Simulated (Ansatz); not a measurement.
Nb$_{2}$N:
Space group P-3m1 (No. 164); a = b = 3.099 Å, c = 4.769 Å, α = β = 90.00°, γ = 120.00°

```
atom  site  symmetry       x       y       z
----  ----  --------  ------  ------  ------
Nb      2d       3m.  0.6667  0.3333  0.2542
N       1b      -3m.  0.0000  0.0000  0.5000
```

Relaxed with LDA.

Question: Which orbitals make up the states near the Fermi level in LDA (plane waves, PAW; program Ansatz)?

Answer: Within 0.5 eV of the Fermi level: Nb 4d 91 %, N 2p 7 %. Projections are on Löwdin-orthogonalised atomic valence shells; empty p or d shells of many metals are not among them.

Question: Tabulate the density of states.

Answer: States/eV per cell of 3 atoms, in 0.25 eV bins, energy from the Fermi level.

| E (eV) | total | Nb 4d | N 2p | Nb 5s |
|---|---|---|---|---|
| -7.85 | 0.03 | 0.01 | 0.02 | 0.01 |
| -7.60 | 0.62 | 0.20 | 0.30 | 0.08 |
| -7.35 | 2.55 | 0.83 | 1.30 | 0.27 |
| -7.10 | 3.44 | 1.07 | 1.83 | 0.34 |
| -6.85 | 1.64 | 0.51 | 0.92 | 0.13 |
| -6.60 | 2.16 | 0.70 | 1.25 | 0.12 |
| -6.35 | 3.24 | 1.06 | 1.97 | 0.11 |
| -6.10 | 8.10 | 2.70 | 5.14 | 0.07 |
| -5.85 | 2.21 | 0.67 | 1.46 | 0.01 |
| -5.60 | 0.00 | 0.00 | 0.00 | 0.00 |
| -5.35 | 0.00 | 0.00 | 0.00 | 0.00 |
| -5.10 | 0.00 | 0.00 | 0.00 | 0.00 |
| -4.85 | 0.00 | 0.00 | 0.00 | 0.00 |
| -4.60 | 0.00 | 0.00 | 0.00 | 0.00 |
| -4.35 | 0.00 | 0.00 | 0.00 | 0.00 |
| -4.10 | 0.16 | 0.16 | 0.00 | 0.00 |
| -3.85 | 0.44 | 0.43 | 0.00 | 0.00 |
| -3.60 | 0.66 | 0.64 | 0.01 | 0.00 |
| -3.35 | 0.91 | 0.87 | 0.01 | 0.01 |
| -3.10 | 1.39 | 1.30 | 0.02 | 0.03 |
| -2.85 | 1.77 | 1.50 | 0.04 | 0.14 |
| -2.60 | 2.62 | 1.95 | 0.09 | 0.42 |
| -2.35 | 2.28 | 1.79 | 0.07 | 0.32 |
| -2.10 | 2.91 | 2.22 | 0.14 | 0.40 |
| -1.85 | 2.29 | 1.81 | 0.15 | 0.20 |
| -1.60 | 2.95 | 2.35 | 0.21 | 0.23 |
| -1.35 | 2.69 | 2.14 | 0.14 | 0.24 |
| -1.10 | 2.11 | 1.55 | 0.13 | 0.25 |
| -0.85 | 1.29 | 1.04 | 0.08 | 0.12 |
| -0.60 | 1.31 | 1.22 | 0.05 | 0.02 |
| -0.35 | 1.28 | 1.18 | 0.06 | 0.01 |
| -0.10 | 1.04 | 0.94 | 0.07 | 0.01 |
| 0.15 | 1.21 | 1.10 | 0.08 | 0.00 |
| 0.40 | 1.44 | 1.28 | 0.12 | 0.01 |
| 0.65 | 1.81 | 1.58 | 0.17 | 0.01 |
| 0.90 | 2.18 | 1.89 | 0.21 | 0.02 |
| 1.15 | 2.20 | 1.90 | 0.23 | 0.02 |
| 1.40 | 2.55 | 2.17 | 0.28 | 0.04 |
| 1.65 | 2.85 | 2.45 | 0.30 | 0.03 |
| 1.90 | 3.13 | 2.64 | 0.37 | 0.04 |
| 2.15 | 2.93 | 2.50 | 0.31 | 0.04 |
| 2.40 | 2.80 | 2.46 | 0.24 | 0.04 |
| 2.65 | 2.67 | 2.36 | 0.20 | 0.04 |
| 2.90 | 2.79 | 2.42 | 0.22 | 0.06 |
| 3.15 | 2.55 | 2.19 | 0.21 | 0.05 |
| 3.40 | 2.46 | 2.07 | 0.21 | 0.06 |
| 3.65 | 2.89 | 2.33 | 0.25 | 0.07 |
| 3.90 | 2.97 | 2.32 | 0.26 | 0.08 |

The first step of the workflow began from a Materials Project structure, measured or hypothetical; the Crystallography Open Database copy checked does not list it. Whether it is the stable phase at ambient conditions was not checked. Symmetry was held in the LDA relaxation; of distortions, only those at the zone centre were tested. The run is not spin-polarised. With an odd number of electrons in the cell and no spin polarisation, the count alone makes it a metal. Spin–orbit coupling is left out wherever it is not named.

Potentials: the later of the program's two PAW sets.
